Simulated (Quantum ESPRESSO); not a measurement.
BaO (rock salt, space group Fm-3m, No. 225) has a direct gap of 1.84 eV with PBEsol (pw.x of Quantum ESPRESSO, ONCV potentials, without SOC). After an isotropic strain (on all lattice vectors, atoms relaxed) the gap is direct, 1.95 eV.

**Question.** Which strain was applied?
A) -3 %
B) +2 %
C) +1 %
D) -1.5 %
E) -0.7 %

**Answer.** C, +1 %. Gaps found: -3 %: 1.44 eV (direct); -1.5 %: 1.66 eV (direct); -0.7 %: 1.76 eV (direct); 0 %: 1.84 eV (direct); 1 %: 1.95 eV (direct); 2 %: 2.05 eV (direct).
